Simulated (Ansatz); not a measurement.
## Ansatz run, AlH3

input.yaml (Ansatz 0.2.0)

```yaml
crystal:
  lattice:
    - [2.241452, 3.882302, 0.0]
    - [-2.241452, 3.882302, 0.0]
    - [0.0, -2.588201, 3.964286]
  atoms:
    - { symbol: Al, position: [0.0, 0.0, 0.0] }
    - { symbol: Al, position: [0.5, 0.5, 0.5] }
    - { symbol: H, position: [0.878, 0.622, 0.75] }
    - { symbol: H, position: [0.25, 0.878, 0.75] }
    - { symbol: H, position: [0.622, 0.25, 0.75] }
    - { symbol: H, position: [0.122, 0.378, 0.25] }
    - { symbol: H, position: [0.75, 0.122, 0.25] }
    - { symbol: H, position: [0.378, 0.75, 0.25] }
  symmetry: { tolerance: 0.0003 }
kpoints:
  mp_grid: { grid: [7, 7, 7], shift: [0, 0, 0] }
  band_path:
    path:
      - [0.0, 0.0, 0.0]
      - [0.0, 0.0, 0.5]
      - [0.26229125, -0.26229125, 0.5]
      - [0.26229125, -0.47541749, 0.23770875]
      - [0.5, 0.0, 0.0]
      - [0.0, 0.0, 0.0]
      - [0.36885437, -0.36885437, 0.0]
      - [0.26229125, -0.36885437, 0.36885437]
      - [0.0, -0.5, 0.5]
      - [0.0, 0.0, 0.0]
    npoints: 6
magnetization:
  spin_polarized: false
scf:
  occupations: { method: fermi_dirac }
  lower_state_search: "off"
  max_iter: 200
hamiltonian:
  pseudopotentials: { kind: paw }
  xc: r2scan
basis:
  ecutwfc: 500
  fft_grid_basis: typed
output:
  forces: true
  stress: true
  eigenvalues: true
  bader: true
  populations: true
  elf: true
  write_potential: true
  volumetric_format: npy
  dos:
    e_range: [-12, 8]
    de: 0.05
    projected: { site_lists: { Al: [Al], H: [H] } }
checkpoint:
  read: saved_state
```

The run starts from an earlier solution of this cell. 

Parts of the output:

```
Warning: crystal.lattice misses the space group found at crystal.symmetry.tolerance 3.0e-4 in a digit that the deck types, which is why this is a warning: making the lattice exact moves one of its numbers by a whole unit of that number's last typed decimal, or more. The operation that it misses by the most changes a squared length by the fraction 3.01e-6.
Pseudopotentials: kind: paw
Pseudopotential: Al, paw, valence charge 3, recommended cutoff 500 eV (meta_gga), Al.paw.azcp
Pseudopotential: H, paw, valence charge 1, recommended cutoff 500 eV (meta_gga), H.paw.azcp
Functional definition: r2SCAN
  exchange = r2scan_x(k0 = k0, k1 = k1, a1 = a1)
  correlation = r2scan_c
Crystal: 8 atoms, lattice volume = 68.994 Å³
Basis set: ecut = 500 eV, 1779 PW (Γ), exchange–correlation on 144×144×144 points (64 copies of the dense FFT grid, shifted against one another)
Bands: 14, of which v1, the nominal top of the filled ones, is band 6 counted from 1 (5 counted from 0)
Symmetry: 12 space group operations
Space group: R-3c (ITA 167), of the structure as read, at distance tolerance 1.2e-3 Å
k-points: 44 of 343
Initial density: read from a saved state, or passed on in memory by an earlier SCF of this step, an earlier step, the calling program or the single point that the run made first
Functional: x = r2scan, c = r2scan; τ floored in thin density (d = 2e-4 eV/Å³)
SCF iter   1: F=-1177.0256 eV  Δρ=4.12e-4  dr2=7.54e-6  dr2_τ=1.48e-4
SCF iter   2: F=-1177.0256 eV  Δρ=2.05e-4  dr2=1.65e-6  dr2_τ=1.02e-5
SCF iter   3: F=-1177.0256 eV  Δρ=1.43e-5  dr2=4.27e-8  dr2_τ=4.21e-8
Free energy (F): -1177.0256 eV
Harris-Foulkes:  -1177.0256 eV  (|F-HF|=4.13e-7)
Internal energy: -1177.0256 eV  (E = F + TS)
E sigma→0 (E₀):  -1177.0256 eV
Entropy (-TS):    0.0000 eV (-0.000 meV/atom)
Fermi energy:    2.2503 eV
--- Forces (eV/Å), atoms counted from 1 ---
  atom   1  Al     0.0000     0.0000     0.0000
  atom   2  Al     0.0000     0.0000     0.0000
  atom   3  H     -0.0858     0.0000     0.0000
  atom   4  H      0.0429    -0.0743     0.0000
  atom   5  H      0.0429     0.0743     0.0000
  atom   6  H      0.0858     0.0000     0.0000
  atom   7  H     -0.0429     0.0743     0.0000
  atom   8  H     -0.0429    -0.0743     0.0000
--- Stress (GPa, compression-positive) ---
       -2.5526       0.0000       0.0000
        0.0000      -2.5526       0.0000
        0.0000       0.0000      -2.5475
  P = ⅓ Tr σ = -2.5509 GPa (-25.509 kbar)
--- Löwdin populations: 8 sites ---
  site symbol       q [e]
     0     Al      2.1875
     1     Al      2.1875
     2      H      1.2525
     3      H      1.2525
     4      H      1.2525
     5      H      1.2525
     6      H      1.2525
     7      H      1.2525
  spilling = 0.0092 (of n_electrons = 12.0000)
--- Bader charges: 8 sites ---
  site symbol  charge [e]  shift [e]
     0     Al      2.3683     0.0007
     1     Al      2.3684     0.0007
     2      H     -0.7895     0.0002
     3      H     -0.7895     0.0002
     4      H     -0.7894     0.0002
     5      H     -0.7895     0.0002
     6      H     -0.7894     0.0002
     7      H     -0.7894     0.0002
```

Origin: a database entry at a rescaled volume.
